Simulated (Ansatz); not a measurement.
These are results of DFT PBE, scalar-relativistic, plane waves, PAW (Ansatz 0.2.0), not measurements. All cells share a 420 eV cutoff and Γ-centred k meshes spaced at most about 0.3 Å⁻¹ (about 0.25 or finer for metals, 2π included). Collinear spin in cells that started with moments and kept them past the coarse steps, no spin elsewhere.

All energies are static (0 K, no zero-point motion).

Two forms of Ti2In were relaxed alike.

A. (site moments Ti 0.2 (×4) μB)

```xyz
6
Lattice="0.0000 3.8602 3.8602 3.8602 0.0000 3.8602 3.8602 3.8602 0.0000" Properties=species:S:1:pos:R:3 pbc="T T T"
Ti    2.8951    2.8951    4.8252
Ti    2.8951    4.8252    2.8951
Ti    4.8252    4.8252    4.8252
Ti    4.8252    2.8951    2.8951
In    1.9301    1.9301    1.9301
In    0.0000    0.0000    0.0000
```

B. (site moments Ti 0.7 (×2) μB)

```xyz
3
Lattice="0.0000 3.2420 3.2420 3.2420 0.0000 3.2420 3.2420 3.2420 0.0000" Properties=species:S:1:pos:R:3 pbc="T T T"
Ti    4.8630    4.8630    4.8630
Ti    1.6210    1.6210    1.6210
In    0.0000    0.0000    0.0000
```

Question: Which form is favoured at zero pressure, and by what margin per atom?

Answer: A is lower, by 0.33 eV/atom. A has the cubic Laves (C15) type, space group Fd-3m (No. 227), 19.2 Å³/atom and no gap on its mesh; B has the fluorite type, space group Fm-3m (No. 225), 22.7 Å³/atom and no gap. Counting all near atoms (those within 1.25 times the shortest distance at each site; a plus sign parts nearer from farther groups), A has Ti 6+6, In 16 and B has Ti 4+6, In 8. The denser one is the lower, and pressure would at first widen the difference. Even the lower one lies +0.11 eV/atom against the reference forms of the elements (uncorrected), so neither is stable at this level. In A, Ti has 6 Ti at 2.73 Å and 6 In at 3.20 Å; around In lie 12 Ti at 3.20 Å and 4 In at 3.34 Å. In B, Ti has 4 In at 2.81 Å and 6 Ti at 3.24 Å; In has 8 Ti at 2.81 Å. Both come from invented guesses. A third cell relaxed alike, in P6/mmm, lies 109 meV/atom below the lower of the two.

Another magnetic order may lie lower. Cells relaxed within their symmetry can be saddle points.
